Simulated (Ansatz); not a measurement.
LiCl:
```
LiCl
1.0
    0.00000     2.55614     2.55614
    2.55614     0.00000     2.55614
    2.55614     2.55614     0.00000
Li Cl
1 1
Direct
  0.00000   0.00000   0.00000
  0.50000   0.50000   0.50000
```

Relaxed with r²SCAN.

Problem. Map the electron localisation function on the plane through (0.000, 0.000, 0.000) spanned by u = [1, 0, 0] and v = [0, 1, -1] in lattice vectors, from the program Ansatz at the r²SCAN level (PAW).

Solution. x is the fraction of u, y of v (the angle between them is 90°; rows are the nearest grid lines); atoms in the plane: Li at (0.00, 0.00), Cl at (0.50, 0.50).
```
y \ x   0.000  0.111  0.167  0.278  0.389  0.444  0.556  0.611  0.722  0.833  0.889   1.00
------  -----  -----  -----  -----  -----  -----  -----  -----  -----  -----  -----  -----
1.00    0.999  0.961  0.289  0.012  0.036  0.037  0.037  0.036  0.012  0.289  0.961  0.999
0.944    1.00  0.889  0.134  0.026  0.092  0.101  0.101  0.092  0.026  0.134  0.889   1.00
0.833   0.234  0.018  0.014  0.480  0.708  0.730  0.730  0.708  0.480  0.014  0.018  0.234
0.778   0.010  0.019  0.131  0.734  0.827  0.838  0.838  0.827  0.734  0.131  0.019  0.010
0.667   0.030  0.315  0.653  0.857  0.872  0.854  0.854  0.872  0.857  0.653  0.315  0.030
0.611   0.036  0.399  0.708  0.870  0.832  0.745  0.745  0.832  0.870  0.708  0.399  0.036
0.556   0.037  0.434  0.731  0.872  0.745  0.493  0.493  0.745  0.872  0.731  0.434  0.037
0.444   0.037  0.434  0.731  0.872  0.745  0.493  0.493  0.745  0.872  0.731  0.434  0.037
0.389   0.036  0.399  0.708  0.870  0.832  0.745  0.745  0.832  0.870  0.708  0.399  0.036
0.333   0.030  0.315  0.653  0.857  0.872  0.854  0.854  0.872  0.857  0.653  0.315  0.030
0.222   0.010  0.019  0.131  0.734  0.827  0.838  0.838  0.827  0.734  0.131  0.019  0.010
0.167   0.234  0.018  0.014  0.480  0.708  0.730  0.730  0.708  0.480  0.014  0.018  0.234
0.0556   1.00  0.889  0.134  0.026  0.092  0.101  0.101  0.092  0.026  0.134  0.889   1.00
0.000   0.999  0.961  0.289  0.012  0.036  0.037  0.037  0.036  0.012  0.289  0.961  0.999
```

The density is the valence pseudo-density with augmentation charge, so density and ELF within about 1 Å of a nucleus are not all-electron values.

Space group Fm-3m (rock salt). Symmetry was held in the r²SCAN relaxation.

Potentials: the later of the program's two PAW sets.
